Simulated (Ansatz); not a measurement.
Given:

B:
```
B
1.0
    2.44920     1.41405     4.17088
   -2.44920     1.41405     4.17088
    0.00000    -2.82810     4.17088
B
12
Direct
  0.00987   0.65441   0.00987
  0.99013   0.34559   0.99013
  0.00987   0.00987   0.65441
  0.99013   0.99013   0.34559
  0.65441   0.00987   0.00987
  0.34559   0.99013   0.99013
  0.22052   0.63174   0.22052
  0.77948   0.36826   0.77948
  0.22052   0.22052   0.63174
  0.77948   0.77948   0.36826
  0.63174   0.22052   0.22052
  0.36826   0.77948   0.77948
```

This is the r²SCAN-relaxed structure. Tensor components refer to the Cartesian frame of this cell.

**Question.** All from r²SCAN in the plane-wave PAW code Ansatz, unless another level is named. Give the smallest direct gap on the standard path.

**Answer.** 2.04 eV.

**Question.** What about the valence-band maximum?

**Answer.** at T.

**Question.** Next, the conduction-band minimum?

**Answer.** off the standard path, at k = (0.258, -0.323, -0.323).

Space group R-3m (α-B12). Symmetry was held in the r²SCAN relaxation.

Potentials: the earlier of the program's two PAW sets.
